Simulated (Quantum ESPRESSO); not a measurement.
# Li2Au3Ta2Re: input and log of a self-consistent run

A calculation, not a measurement. The program is pw.x of Quantum ESPRESSO 7.5 (plane-wave density functional theory). The cell is made up: eight metal atoms on a hexagonal close-packed lattice, with elements, volume, strain and displacements drawn at random and not relaxed, so it may be unstable or far from any real phase. PseudoDojo standard norm-conserving files set the functional (PBE unless stated); there is no spin polarisation or spin-orbit coupling, the Fermi-Dirac width of 0.25 eV means electrons at about 2900 K, and the masses in the input are unused placeholders. Heavy elements are run without spin-orbit coupling, which real alloys of them have. A spin test at this wide smearing found no moment, but such smearing suppresses magnetism that the real alloy may have.

Input:

```
&control calculation='scf', pseudo_dir='./dojo.nc.sr.pbe.v0_5.standard.upf', outdir='./o', disk_io='minimal', tprnfor=.true., tstress=.true. /
&system ibrav=0, nat=8, ntyp=4, nbnd=64, ecutwfc=87.97787729, nosym=.true., tot_charge=0,
 occupations='smearing', smearing='fd', degauss=0.0183746611
/
&electrons conv_thr=1.470e-08, electron_maxstep=70, mixing_beta=0.5 /
ATOMIC_SPECIES
Au 1.0 Au.upf
Li 1.0 Li.upf
Re 1.0 Re.upf
Ta 1.0 Ta.upf
CELL_PARAMETERS angstrom
3.0529 -0.0395 4.9127
2.9924 0.0158 -4.8748
-3.0431 5.2022 -0.049
ATOMIC_POSITIONS angstrom
Li 0.2623 0.0854 -0.1905
Au -1.527 2.5608 0.0924
Ta 3.0684 1.746 -2.3476
Au 1.5072 4.3447 -2.4632
Ta 2.9737 0.1223 0.0384
Au 1.5464 2.6299 0.0037
Li 2.9067 1.6374 2.4808
Re 1.6717 4.2526 2.3422
K_POINTS automatic
5 5 5 1 1 1
```

The log is shortened where brackets say so; the opening notice, blank lines, dates and the lines on written files are dropped, and the path of the files is cut. It prints rydbergs, bohrs and kilobars, and counts compression as positive stress. Its total energy is the free energy E - TS of the whole cell.

```
     Program PWSCF v.7.5
     Parallel version (MPI & OpenMP), running on       4 processor cores
     Number of MPI processes:                 4
     Threads/MPI process:                     1
     [start-up lines left out]
     bravais-lattice index     =            0
     lattice parameter (alat)  =      10.9305  a.u.
     unit-cell volume          =    1036.1324 (a.u.)^3
     number of atoms/cell      =            8
     number of atomic types    =            4
     number of electrons       =       104.00
     number of Kohn-Sham states=           64
     kinetic-energy cutoff     =      87.9779  Ry
     charge density cutoff     =     351.9115  Ry
     scf convergence threshold =      1.5E-08
     mixing beta               =       0.5000
     number of iterations used =            8  plain     mixing
     Exchange-correlation= PBE
                           (   1   4   3   4   0   0   0)
     [axes and pseudopotential details left out]
   Cartesian axes
     site n.     atom                  positions (alat units)
         1        Li     tau(   1) = (   0.0453481   0.0147645  -0.0329348  )
         2        Au     tau(   2) = (  -0.2639973   0.4427272   0.0159747  )
         3        Ta     tau(   3) = (   0.5304843   0.3018594  -0.4058678  )
         4        Au     tau(   4) = (   0.2605742   0.7511390  -0.4258535  )
         5        Ta     tau(   5) = (   0.5141119   0.0211440   0.0066388  )
         6        Au     tau(   6) = (   0.2673513   0.4546736   0.0006397  )
         7        Li     tau(   7) = (   0.5025285   0.2830840   0.4288963  )
         8        Re     tau(   8) = (   0.2890140   0.7352162   0.4049342  )
     number of k points=    63  Fermi-Dirac smearing, width (Ry)=  0.0184
                       cart. coord. in units 2pi/alat
        k(    1) = (   0.1922365   0.2236387   0.0000753), wk =   0.0320000
        k(    2) = (   0.1931024   0.4465303   0.0013293), wk =   0.0320000
     [further k points left out]
     Dense  grid:   115517 G-vectors     FFT dimensions: (  72,  72,  72)
     Estimated max dynamical RAM per process >     436.93 MB
     Estimated total dynamical RAM >       1.62 GB
     Initial potential from superposition of free atoms
     starting charge     103.9884, renormalised to     104.0000
     Starting wfcs are   64 randomized atomic wfcs
     total cpu time spent up to now is        7.6 secs
     per-process dynamical memory:   345.9 Mb
     Self-consistent Calculation
     iteration #  1     ecut=    87.98 Ry     beta= 0.50
     Davidson diagonalization with overlap
     ethr =  1.00E-02,  avg # of iterations =  5.3
     total cpu time spent up to now is       29.1 secs
     total energy              =   -1350.57852764 Ry
     estimated scf accuracy    <       2.43795016 Ry
     iteration #  2     ecut=    87.98 Ry     beta= 0.50
     Davidson diagonalization with overlap
     ethr =  2.34E-03,  avg # of iterations =  3.0
     total cpu time spent up to now is       50.1 secs
     total energy              =   -1350.81362539 Ry
     estimated scf accuracy    <      11.58088175 Ry
     iteration #  3     ecut=    87.98 Ry     beta= 0.50
     Davidson diagonalization with overlap
     ethr =  2.34E-03,  avg # of iterations =  3.3
     total cpu time spent up to now is       69.3 secs
     total energy              =   -1351.64664891 Ry
     estimated scf accuracy    <       2.10664696 Ry
     iteration #  4     ecut=    87.98 Ry     beta= 0.50
     Davidson diagonalization with overlap
     ethr =  2.03E-03,  avg # of iterations =  1.4
     total cpu time spent up to now is       85.0 secs
     total energy              =   -1351.84279395 Ry
     estimated scf accuracy    <       0.27793086 Ry
     iteration #  5     ecut=    87.98 Ry     beta= 0.50
     Davidson diagonalization with overlap
     ethr =  2.67E-04,  avg # of iterations =  2.0
     total cpu time spent up to now is      101.6 secs
     total energy              =   -1351.86995060 Ry
     estimated scf accuracy    <       0.06869784 Ry
     [iterations 6 to 9 left out]
     iteration # 10     ecut=    87.98 Ry     beta= 0.50
     Davidson diagonalization with overlap
     ethr =  2.55E-07,  avg # of iterations =  1.0
     total cpu time spent up to now is      186.5 secs
     total energy              =   -1351.87865616 Ry
     estimated scf accuracy    <       0.00000341 Ry
     iteration # 11     ecut=    87.98 Ry     beta= 0.50
     Davidson diagonalization with overlap
     ethr =  3.28E-09,  avg # of iterations =  3.2
     total cpu time spent up to now is      206.0 secs
     total energy              =   -1351.87865707 Ry
     estimated scf accuracy    <       0.00000058 Ry
     iteration # 12     ecut=    87.98 Ry     beta= 0.50
     Davidson diagonalization with overlap
     ethr =  5.59E-10,  avg # of iterations =  2.0
     total cpu time spent up to now is      223.0 secs
     total energy              =   -1351.87865715 Ry
     estimated scf accuracy    <       0.00000008 Ry
     iteration # 13     ecut=    87.98 Ry     beta= 0.50
     Davidson diagonalization with overlap
     ethr =  7.33E-11,  avg # of iterations =  2.2
     total cpu time spent up to now is      240.0 secs
     total energy              =   -1351.87865716 Ry
     estimated scf accuracy    <       0.00000002 Ry
     iteration # 14     ecut=    87.98 Ry     beta= 0.50
     Davidson diagonalization with overlap
     ethr =  1.51E-11,  avg # of iterations =  2.1
     total cpu time spent up to now is      257.2 secs
     End of self-consistent calculation
     [lines on levels left out]
!    total energy              =   -1351.87865716 Ry
     estimated scf accuracy    <          1.9E-09 Ry
     smearing contrib. (-TS)   =      -0.11198704 Ry
     internal energy E=F+TS    =   -1351.76667012 Ry
     The total energy is F=E-TS. E is the sum of the following terms:
     one-electron contribution =    -543.10518502 Ry
     hartree contribution      =     301.00875362 Ry
     xc contribution           =    -255.85403546 Ry
     ewald contribution        =    -853.81620326 Ry
     convergence has been achieved in  14 iterations
     Forces acting on atoms (cartesian axes, Ry/au):
     atom    1 type  2   force =    -0.03193403   -0.01104588    0.00103773
     atom    2 type  1   force =     0.00618973   -0.00017115   -0.01498477
     atom    3 type  4   force =    -0.02299673    0.00238013   -0.00271351
     atom    4 type  1   force =     0.00453647    0.00877442   -0.00125440
     atom    5 type  4   force =     0.03416538   -0.04560075   -0.01786884
     atom    6 type  1   force =    -0.00358107   -0.00125966    0.00908059
     atom    7 type  2   force =     0.02162886    0.01062099    0.01221553
     atom    8 type  3   force =    -0.00800863    0.03630190    0.01448767
     Total force =     0.089618     Total SCF correction =     0.000157
     Computing stress (Cartesian axis) and pressure
          total   stress  (Ry/bohr**3)                   (kbar)     P=     -148.30
  -0.00073544  -0.00016886  -0.00017894         -108.19      -24.84      -26.32
  -0.00016886  -0.00117306   0.00012504          -24.84     -172.56       18.39
  -0.00017894   0.00012504  -0.00111579          -26.32       18.39     -164.14
     init_run     :      7.23s CPU      7.50s WALL (       1 calls)
     electrons    :    247.74s CPU    249.62s WALL (       1 calls)
     forces       :      2.66s CPU      2.69s WALL (       1 calls)
     stress       :      9.17s CPU      9.43s WALL (       1 calls)
     [timing details left out]
     PWSCF        :   4m26.94s CPU   4m29.41s WALL
     JOB DONE.
```

In other units: free energy -18393.246 eV for the cell, pressure -14.83 GPa, largest force component 1.172 eV/Å in size. The run took 271 s of wall time with four MPI processes on a shared machine (Intel Xeon, 2023 or later, virtual cores), so the time is rough. A rerun of this cell at a higher cutoff and on a denser mesh moved values by no more than 0.002 eV in energy, 0.03 GPa in stress and 0.003 eV/Å in force, and a second program with other atomic files agreed on that cell to 2 % rms in force and 0.5 GPa in pressure.